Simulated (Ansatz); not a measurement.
## Ansatz 0.2.0, relaxation: Rb2NaScF6

input.yaml:

```yaml
crystal:
  lattice:
    - [0.0, 4.287208, 4.287208]
    - [4.287208, 0.0, 4.287208]
    - [4.287208, 4.287208, 0.0]
  atoms:
    - { symbol: Rb, position: [0.25, 0.25, 0.25] }
    - { symbol: Rb, position: [0.75, 0.75, 0.75] }
    - { symbol: Sc, position: [0.0, 0.0, 0.0] }
    - { symbol: F, position: [0.7658, 0.2342, 0.2342] }
    - { symbol: F, position: [0.2342, 0.7658, 0.2342] }
    - { symbol: F, position: [0.2342, 0.7658, 0.7658] }
    - { symbol: F, position: [0.7658, 0.2342, 0.7658] }
    - { symbol: F, position: [0.2342, 0.2342, 0.7658] }
    - { symbol: F, position: [0.7658, 0.7658, 0.2342] }
    - { symbol: Na, position: [0.5, 0.5, 0.5] }
  symmetry: { tolerance: 0.0003 }
kpoints:
  mp_grid: { grid: [5, 5, 5], shift: [0, 0, 0] }
magnetization:
  spin_polarized: false
scf:
  occupations: { method: fermi_dirac }
  lower_state_search: "off"
hamiltonian:
  pseudopotentials: { kind: paw }
  xc: pbesol
basis:
  ecutwfc: 420
  fft_grid_basis: typed
relax:
  max_steps: 40
  cell: { p_target: 0.0 }
output:
  forces: true
  stress: true
  eigenvalues: true
  bader: true
  populations: true
  elf: true
  write_potential: true
  volumetric_format: npy
  dos:
    e_range: [-12, 8]
    de: 0.05
    projected: { site_lists: { F: [F], Na: [Na], Rb: [Rb], Sc: [Sc] } }
checkpoint:
  read: saved_state
```

The command:

```bash
ansatz run input.yaml --threads 2 --pin off --max-ram 3584MiB --backend cpu --events-out ev --progress --plain --runs-dir out
```

Origin of the cell: a known structure type with other elements, at an estimated volume, so it need not be a known compound.

The smearing width isn't typed, so it takes its default of 0.1 eV.

The saved state is a converged single point of the same cell.

Steps («new basis» is an SCF on plane waves selected anew at the same cell):

| step | ΔF (meV/atom) | max force component (eV/Å) | P (GPa) | volume (Å³) | SCF iterations | step was |
| --- | --- | --- | --- | --- | --- | --- |
| 1 | 0.0 | 0.054 | 0.21 | 157.60 | 5 | accepted |
| 2 | 0.0 | 0.015 | 0.04 | 157.81 | 4 | accepted |
| 3 | 0.0 | 0.001 | 0.00 | 157.84 | 5 | accepted |
| 4 | 0.0 | 0.001 | 0.00 | 157.84 | 5 | new basis |

The starting structure.

Space group Fm-3m (No. 225); the run's cell has a = 6.063 Å, b = 6.063 Å, c = 6.063 Å, α = 60.00°, β = 60.00°, γ = 60.00°. Shortest distances: F–Sc 2.01 Å, F–Na 2.28 Å, F–F 2.84 Å, F–Rb 3.03 Å.

After:

Space group Fm-3m (No. 225); the run's cell has a = 6.066 Å, b = 6.066 Å, c = 6.066 Å, α = 60.00°, β = 60.00°, γ = 60.00°. Shortest distances: F–Sc 2.01 Å, F–Na 2.28 Å, F–F 2.84 Å, F–Rb 3.04 Å.

```yaml
crystal:
  lattice:
    - [0.00000, 4.28938, 4.28938]
    - [4.28938, 0.00000, 4.28938]
    - [4.28938, 4.28938, 0.00000]
  atoms:
    - { symbol: Rb, position: [0.25000, 0.25000, 0.25000] }
    - { symbol: Rb, position: [0.75000, 0.75000, 0.75000] }
    - { symbol: Sc, position: [0.00000, 0.00000, 0.00000] }
    - { symbol: F, position: [0.76553, 0.23447, 0.23447] }
    - { symbol: F, position: [0.23447, 0.76553, 0.23447] }
    - { symbol: F, position: [0.23447, 0.76553, 0.76553] }
    - { symbol: F, position: [0.76553, 0.23447, 0.76553] }
    - { symbol: F, position: [0.23447, 0.23447, 0.76553] }
    - { symbol: F, position: [0.76553, 0.76553, 0.23447] }
    - { symbol: Na, position: [0.50000, 0.50000, 0.50000] }
```

```
Free energy lowered by                                                                 : 0.0 meV/atom
Volume change                                                                          : 0.15 %
Final pressure                                                                         : 0.00 GPa
Relaxation steps listed                                                                : 4
Formation energy (elements under the same functional, gases as molecules, uncorrected) : -3.326 eV/atom
Gap on the mesh                                                                        : 7.07 eV
```

Caveats: the relaxation held the start's symmetry, so the end may be a saddle point.

The run took 42 s on 2 threads of Arm Neoverse V1, with other jobs on the host, peak memory 0.51 GiB, from a saved density.
